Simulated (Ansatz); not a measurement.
The start is a relaxed WSe2 cell, doubled along one cell vector, shaken by Gaussian noise of σ = 0.08 Å a coordinate. The structure is fully relaxed (lattice and positions, P = 0) with PBE (plane waves to 420 eV, PAW, scalar-relativistic; Ansatz, a quantum-chemistry and plane-wave program). The first steps use a coarse 2×4×7 k-mesh.

Initial structure:
```yaml
crystal:
  lattice:
    - [12.41383, 0.00000, 0.00000]
    - [0.00000, 6.20692, 0.00000]
    - [0.00000, 0.00000, 3.38439]
  atoms:
    - { symbol: W, position: [0.25391, 0.48851, 0.52540] }
    - { symbol: W, position: [0.75400, 0.49541, 0.49814] }
    - { symbol: W, position: [0.98975, 0.01256, 0.01790] }
    - { symbol: W, position: [0.49387, 0.99850, 0.01279] }
    - { symbol: Se, position: [0.39849, 0.78098, 0.48559] }
    - { symbol: Se, position: [0.89545, 0.77829, 0.47577] }
    - { symbol: Se, position: [0.15100, 0.69948, 0.97339] }
    - { symbol: Se, position: [0.64048, 0.70089, 0.97760] }
    - { symbol: Se, position: [0.36392, 0.29880, 0.99611] }
    - { symbol: Se, position: [0.85636, 0.27777, 0.01922] }
    - { symbol: Se, position: [0.10608, 0.19875, 0.50780] }
    - { symbol: Se, position: [0.60626, 0.20731, 0.49204] }
```

```yaml
initial_pressure: "+2 GPa (positive: the cell is compressed)"
largest_initial_force: about 1.7 eV/Å, on W3 (atoms numbered as listed)
volume_change: -8.7 %, from 21.73 to 19.84 Å³/atom
relative_to_the_parent: "It does not go back: it reaches Pnnm (No. 58), AFLOW prototype AB2_oP6_58_a_g (as in Fe2C), 0.08 eV/atom below the parent"
optimiser_moves: 12
```

The end point of the relaxation:

Space group Pnnm (No. 58); a = 5.6619 Å, b = 6.3658 Å, c = 3.3032 Å, α = 90.00°, β = 90.00°, γ = 90.00°

| atom | site | symmetry | x | y | z |
|---|---|---|---|---|---|
| W | 2a | ..2/m | 0.0000 | 0.0000 | 0.0000 |
| Se | 4g | ..m | 0.2014 | 0.3534 | 0.0000 |

Final values are on a 8×8×14 k-mesh of the relaxed cell. No spin polarisation in the result.

The relaxed structure here is a generated cell of WSe2: the first start was made by placing the elements on the sites of a structure type, and the end was not matched to a known phase here, so it may be hypothetical. Known forms of WSe2 include space group No. 194.
